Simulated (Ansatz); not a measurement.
SrCu2Si2:
```yaml
crystal:
  lattice:
    - [-2.06680, 2.06680, 4.92005]
    - [2.06680, -2.06680, 4.92005]
    - [2.06680, 2.06680, -4.92005]
  atoms:
    - { symbol: Cu, position: [0.75000, 0.25000, 0.50000] }
    - { symbol: Cu, position: [0.25000, 0.75000, 0.50000] }
    - { symbol: Si, position: [0.37551, 0.37551, 0.00000] }
    - { symbol: Si, position: [0.62449, 0.62449, 0.00000] }
    - { symbol: Sr, position: [0.00000, 0.00000, 0.00000] }
```

Relaxed with PBEsol. Special points in fractions of this cell's reciprocal vectors: Γ (0.000, 0.000, 0.000); X (0.000, 0.000, 0.500); P (0.250, 0.250, 0.250); N (0.000, 0.500, 0.000); M (0.500, 0.500, -0.500); S (0.294, 0.706, -0.294); S0 (-0.294, 0.294, 0.294); R (-0.088, 0.088, 0.500); G (0.500, 0.500, -0.088).

Question: List the band energies nearest the Fermi level at these points for plane-wave PAW PBEsol (Ansatz code).

Answer: In eV from the Fermi level; about four levels below and three above (degenerate sets whole), none deeper than 8.9 eV; points with the same levels are listed once.

```csv
k,below,above
Γ,-2.68 -2.52 -1.48 -1.48,0.50 1.12 1.12
X,-2.08 -2.02 -1.66 -1.06,2.60 3.64 4.31
P,-2.06 -2.06 -1.39 -1.39,1.85 4.89 4.89
N,-3.31 -2.99 -2.22 -0.56,0.75 1.44 1.56
M,-2.93 -2.52 -1.47 -1.47,0.15 0.55 2.26
S,-3.18 -0.68 -0.66 -0.53,1.90 2.38 3.08
R,-2.07 -1.68 -1.59 -0.84,2.55 3.61 4.37
```

Space group I4/mmm. The workflow started from an entry of the Crystallography Open Database (COD). Whether it is the stable phase at ambient conditions was not checked. The PBEsol relaxation kept the symmetry of its start; whether a distortion lowers the energy is not shown. No spin polarisation was allowed. Spin–orbit coupling is left out wherever it is not named.

Potentials: the later of the program's two PAW sets.
